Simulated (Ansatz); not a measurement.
Relaxed-ion elastic tensor of PbS (rock salt, space group No. 225) in GPa (Voigt order), PBE (plane waves, PAW; program Ansatz); density 7.33 g/cm³, 27.12 Å³ per atom.

```csv
,1,2,3,4,5,6
1,125,16.8,16.8,0.0,0.0,0.0
2,16.8,125,16.8,0.0,0.0,0.0
3,16.8,16.8,125,0.0,0.0,0.0
4,0.0,0.0,0.0,20.1,0.0,0.0
5,0.0,0.0,0.0,0.0,20.1,0.0
6,0.0,0.0,0.0,0.0,0.0,20.1
```

Is the crystal mechanically stable?

Yes: the smallest eigenvalue of C is 20.1 GPa.

Work out the Voigt, Reuss and Hill averages.

K_V = 52.9, K_R = 52.9, K_H = 52.9; G_V = 33.7, G_R = 26.8, G_H = 30.3 GPa.

Give Young's modulus, Poisson's ratio, Pugh's ratio and the universal anisotropy index.

E = 9KG/(3K + G) = 76.2 GPa; ν = 0.26; K/G = 1.75 (near the Pugh limit of 1.75, no verdict); A_U = 5G_V/G_R + K_V/K_R − 6 = 1.28.

Estimate the sound speeds and the Debye temperature.

v_l = √((K + 4G/3)/ρ) = 3570 m/s, v_t = √(G/ρ) = 2030 m/s, mean 2260 m/s; Θ = (h/k)(3n/4πV)^(1/3) v_m = 224 K.

Give the Zener ratio and Young's modulus along [100], [110] and [111].

A = 2C44/(C11 − C12) = 0.37; 1/E = S11 − 2(S11 − S12 − S44/2)Γ with Γ = 0, 1/4, 1/3 gives 121, 62.1, 53.5 GPa.

Solve the Christoffel equation for the three sound speeds along [100], [110], [111].

Eigenvalues of C_ijkl n_j n_l equal ρv². In km/s, slowest first: [100] 1.66, 1.66, 4.13; [110] 1.66, 2.72, 3.52; [111] 2.42, 2.42, 3.30.

Space group Fm-3m (rock salt). Symmetry was held in the PBE relaxation; of distortions, only those at the zone centre were tested. Scalar-relativistic: spin–orbit coupling is off unless named, which matters more the heavier the elements.

Potentials: the later of the program's two PAW sets.
